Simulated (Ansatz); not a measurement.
An Ansatz input:

```yaml
crystal:
  lattice:
    - [2.3313288182, 0.0, 0.0]
    - [-1.1656644091, 2.0189899811, 0.0]
    - [0.0, 0.0, 4.1716863793]
  atoms:
    - { symbol: Cr, position: [0.3333333333, 0.6666666667, 0.25], spin: 1.5 }
    - { symbol: Cr, position: [0.6666666667, 0.3333333333, 0.75], spin: 1.5 }
hamiltonian:
  xc: lda
  pseudopotentials:
    kind: paw
    azcp:
      Cr: "pseudopotentials/Cr.paw.azcp"
basis:
  ecutwfc: 420
  fft_grid_basis: typed
kpoints:
  mp_grid: { grid: [17, 17, 8], shift: [0, 0, 0] }
magnetization:
  spin_polarized: true
scf:
  occupations: { method: fermi_dirac, width: 0.05 }
  lower_state_search: "off"
output:
  stress: true
```

Terminal output

```
Warning: the record states the generating functional pbe (its physics header spells it `PBE`), which answers neither for hamiltonian.xc's functional nor for the lda family's — results may be inconsistent (PPs are generated against a specific XC)
Engine: ansatz 0.2.0, aarch64-unknown-linux-gnu
Pseudopotentials: kind: paw
Pseudopotential: Cr, paw, valence charge 14, recommended cutoff 420 eV (normal) 
Functional definition: SPW92
  exchange = slater_x
  correlation = pw_c
Crystal: 2 atoms, lattice volume = 19.636 Å³
Basis set: ecut = 420 eV, 373 PW (Γ)
Bands: 20, of which v1, the nominal top of the filled ones, is band 14 counted from 1 (13 counted from 0)
Symmetry: 24 space group operations
Space group: P63/mmc (ITA 194), of the structure as read, at distance tolerance 2.7e-5 Å
Magnetic group: BNS 194.263 (UNI 1493), of the structure as read, at distance tolerance 2.7e-5 Å
k-points: 165 of 2312
Non-local potential: Cr, projectors of the file, l = 0: 3, l = 1: 2, l = 2: 3, l = 3: 1
PAW form: soft (Blöchl's): semilocal exchange-correlation on the pseudo side does not see the compensation charge
PAW frozen core: Cr, regenerated for the run's functional, and the local potential with it (the file was generated under x = pbe(κ = 0.804, μ = 0.2195149727645171), c = pbe(β = 0.06672455060314922))
PAW one-centre angular grid: Cr, 590 points (default); XC on 64 Gauss nodes
Initial density: superposition of atomic densities (chi_scale 0.1, normalization cell)
Starting moments: Σ|m| = 3 μB on 2 of 2 sites
Initial wavefunctions: pseudopotential atomic-orbital guess
Functional: x = slater, c = lda
SCF iter   1: F=—  HF=-6647.056852 eV  |F-HF|=—  |Δ(HF+E_count)|=         —  Δρ=2.22e-1 (↑2.22e-1 ↓6.04e-2)  dr2=8.24e0  dr2_m=2.26e0  M=1.130 μB ∫|m|=1.130 μB  β_m=0.30  ethr=3.10e-3  ⟨swp⟩=3.5  Hψ=23601  notcnv=0
SCF iter   2: F=—  HF=-6645.425082 eV  |F-HF|=—  |Δ(HF+E_count)|=    1.63e0  Δρ=1.38e-1 (↑1.38e-1 ↓4.84e-2)  dr2=2.54e0  dr2_m=1.18e0  M=1.053 μB ∫|m|=1.053 μB  β_m=0.30  ethr=3.10e-3  ⟨swp⟩=2.3  Hψ=14512  notcnv=0  defer=215
SCF iter   3: F=—  HF=-6644.776785 eV  |F-HF|=—  |Δ(HF+E_count)|=   6.48e-1  Δρ=6.24e-2 (↑5.44e-2 ↓6.24e-2)  dr2=5.72e-2  dr2_m=5.73e-1  M=1.019 μB ∫|m|=1.019 μB  β_m=0.30  ethr=3.10e-3  ⟨swp⟩=2.4  Hψ=12694  notcnv=0  defer=215
SCF iter   4: F=—  HF=-6644.798576 eV  |F-HF|=—  |Δ(HF+E_count)|=   2.18e-2  Δρ=5.10e-2 (↑5.10e-2 ↓4.46e-2)  dr2=8.91e-3  dr2_m=4.11e-1  M=0.865 μB ∫|m|=0.865 μB  β_m=0.30  ethr=2.04e-4  ⟨swp⟩=2.7  Hψ=15503  notcnv=0  defer=164
SCF iter   5: F=—  HF=-6644.842599 eV  |F-HF|=—  |Δ(HF+E_count)|=   4.40e-2  Δρ=3.99e-2 (↑3.82e-2 ↓3.99e-2)  dr2=5.13e-4  dr2_m=2.75e-1  M=0.756 μB ∫|m|=0.756 μB  β_m=0.30  ethr=3.18e-5  ⟨swp⟩=2.2  Hψ=12244  notcnv=0  defer=164
SCF iter   6: F=—  HF=-6644.876369 eV  |F-HF|=—  |Δ(HF+E_count)|=   3.38e-2  Δρ=3.31e-2 (↑3.22e-2 ↓3.31e-2)  dr2=1.76e-4  dr2_m=1.91e-1  M=0.657 μB ∫|m|=0.657 μB  β_m=0.30  ethr=1.83e-6  ⟨swp⟩=2.0  Hψ=12832  notcnv=0  defer=164
SCF iter   7: F=—  HF=-6644.898595 eV  |F-HF|=—  |Δ(HF+E_count)|=   2.22e-2  Δρ=2.75e-2 (↑2.71e-2 ↓2.75e-2)  dr2=4.21e-5  dr2_m=1.34e-1  M=0.572 μB ∫|m|=0.572 μB  β_m=0.30  ethr=6.29e-7  ⟨swp⟩=2.2  Hψ=12803  notcnv=0  defer=164
...
SCF iter  14: F=—  HF=-6644.953513 eV  |F-HF|=—  |Δ(HF+E_count)|=   1.26e-5  Δρ=2.39e-4 (↑1.39e-4 ↓2.39e-4)  dr2=1.73e-5  dr2_m=1.06e-6  M=-0.002 μB ∫|m|=0.002 μB  β_m=0.69  ethr=4.82e-8  ⟨swp⟩=2.0  Hψ=11321  notcnv=0  defer=163
SCF iter  15: F=—  HF=-6644.953509 eV  |F-HF|=—  |Δ(HF+E_count)|=   4.38e-6  Δρ=7.81e-5 (↑4.52e-5 ↓7.81e-5)  dr2=1.90e-6  dr2_m=8.52e-8  M=-0.001 μB ∫|m|=0.001 μB  β_m=0.72  ethr=4.82e-8  ⟨swp⟩=2.0  Hψ=8431  notcnv=0  defer=163
iter 16 did not close the SCF: its close was put off for a magnetic moment that had not settled (scf_convergence_deferred on its scf_iter line)
SCF iter  16: F=-6644.953508 eV  HF=-6644.953508 eV  |F-HF|=6.17e-8  |Δ(HF+E_count)|=   5.43e-7  Δρ=1.31e-5 (↑9.29e-6 ↓1.31e-5)  dr2=6.52e-8  dr2_m=1.21e-9  M=-0.000 μB ∫|m|=0.000 μB  β_m=0.81  ethr=3.57e-10  ⟨swp⟩=4.4  Hψ=24644  notcnv=0
SCF iter  17: F=-6644.953508 eV  HF=-6644.953508 eV  |F-HF|=4.03e-10  |Δ(HF+E_count)|=   2.04e-8  Δρ=1.07e-6 (↑9.75e-7 ↓1.07e-6)  dr2=4.66e-10  dr2_m=2.60e-11  M=0.000 μB ∫|m|=0.000 μB  ethr=2.33e-10  ⟨swp⟩=1.9  Hψ=20894  notcnv=0
WARN: the starting moments were not kept: the SCF closed with an absolute magnetisation of 6.1e-6 μB, where they sum to 3 μB in size (2 sites). That is at most 0.1 of that sum. Measured as dr2_m measures the in/out step, that magnetisation stands 9.8e-12 eV from none, at or under the dr2_threshold of 1.0e-7 eV: it is no larger than a step whose dr2_m would equal this threshold. The system may hold no moment; this SCF shows only that its start led to no more than that. To try another start: raise the starting moments (crystal.atoms[].spin, magnetization.per_species, magnetization.initial_magnetization, or on a non-collinear deck that types none of these the spinor_matrix: blocks that start its atoms; where the total moment is fixed, keep their sum and leave initial_magnetization as it is; typed ones take the place of any that the run laid by itself, positive ones on a crystal's lanthanoids without a Hubbard term where scf.initial_density.shell_occupations: [] is typed) or, if the notice of its spin-set hold's release reads "site moments contracting" or "site moments show no strong build", lengthen the hold (scf.mixing.spin_hold: { on: { confirm: 4 } }; for m-r²SCAN on two components see the key's manual first). Each may lead to a state that holds a moment. A second SCF, from the converged charge density, with the starting moments and any scf.initial_density.shell_occupations laid on it anew, would have followed, and was not run: the deck does not ask for one (magnetization.retry_lost_moments is false, the default). To let it run, set magnetization.retry_lost_moments: true and run the deck again, where that key's refused combinations let it; where memory then withholds it, that run's warning says so.
SCF 1 converged in 17 iterations: F = -6644.953508 eV  dr2 = 4.66e-10
SCF converged after 17 iterations
Magnetization: 0.0000 μB (14.0000 up, 14.0000 down)
Absolute magnetization: 0.0000 μB (∫|ρ↑−ρ↓|, with the PAW one-centre terms)
Spin contamination: 0.0000 ħ² per cell (⟨S²⟩ above its minimum at these occupations)
Per-site moments (μB) at R_I (Å): [(2.0616268129585022e-6, 0.9616731374989373), (2.0616268127474225e-6, 0.9616731374989373)]
Free energy (F): -6644.953508 eV
Harris-Foulkes:  -6644.953508 eV  (|F-HF|=4.03e-10)
Internal energy: -6644.929806 eV  (E = F + TS)
E sigma→0 (E₀):  -6644.941657 eV
Entropy (-TS):   -0.023703 eV (-11.851 meV/atom)
Fermi energy:    22.820433 eV
--- Per-component energies (eV) ---
  E_band       = -182.654105
  E_kinetic    = 700.356443
  E_local      = -2090.792238  (includes V_loc(G=0)·N_el)
  E_nonlocal   = 172.648913
  E_hartree    = 942.783773
  E_xc         = -282.053567
  E_vxc        = -361.939914  (∫ρ·V_xc dr)
  E_paw        = -2286.635581  (= ΣΔE_a)
  E_vpaw       = -488.496848  (= ΣTr[D̂ρ^β])
  E_aug_tail   = 0.000639  (compensation charges beyond the density's cutoff)
  E_ewald      = -3801.968436
  E_core_change = 0.730249  (= ΣΔE_core)
  E_smearing   = -0.023703  (= −TS)
  E_closure    = 0.000000  (closes the sum)
  Σ components = -6644.953508   (vs F -6644.953508, Δ=0.00e0)
--- Stress (GPa, compression-positive) ---
       47.137217       0.000000      -0.000000
        0.000000      47.137217       0.000000
       -0.000000       0.000000      42.529123
  P = ⅓ Tr σ = 45.6012 GPa (456.012 kbar)
```
